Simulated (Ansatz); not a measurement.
Input and command of a plane-wave DFT calculation in Ansatz:

```yaml
crystal:
  lattice:
    - [0.0, 3.9421347757, 4.3382165758]
    - [2.3241985366, 0.0, 4.3382165758]
    - [2.3241985366, 3.9421347757, 0.0]
  atoms:
    - { symbol: Al, position: [0.0790244054, 0.4209755946, 0.0790244054] }
    - { symbol: Al, position: [0.4209755946, 0.0790244054, 0.4209755946] }
    - { symbol: Al, position: [0.1709755946, 0.8290244054, 0.1709755946] }
    - { symbol: Al, position: [0.8290244054, 0.1709755946, 0.8290244054] }
    - { symbol: Ru, position: [0.75, 0.75, 0.75] }
    - { symbol: Ru, position: [0.5, 0.5, 0.5] }
basis:
  ecutwfc: 420
kpoints:
  mp_grid: { grid: [10, 10, 10] }
hamiltonian:
  xc: lda
scf:
  occupations: { method: gaussian, width: 0.01 }
output:
  forces: true
  stress: true
  eigenvalues: true
relax:
  adjacent_minimum: "off"
  f_tol: 0.001
  max_steps: 60
  cell: { stress_tol: 0.02, p_target: 6.0 }
```

```bash
ansatz run input.yaml --threads 2 --pin off --max-ram 6144MiB --backend cpu --events-out ev --progress --plain --runs-dir out
```

Processor: Oxide Virtual Turin-like Processor (Zen 5), 2 threads, on a host shared with other jobs.

Q: Estimate time, memory and problem size.

A: About 100 s on 2 threads of Oxide Virtual Turin-like Processor (Zen 5) (shared host), peak memory 0.62 GiB. It solves 28 bands at 171 k points (the mesh reduced by symmetry) with about 1533 plane waves (on the last cell), in 55 SCF iterations over 8 ionic steps.
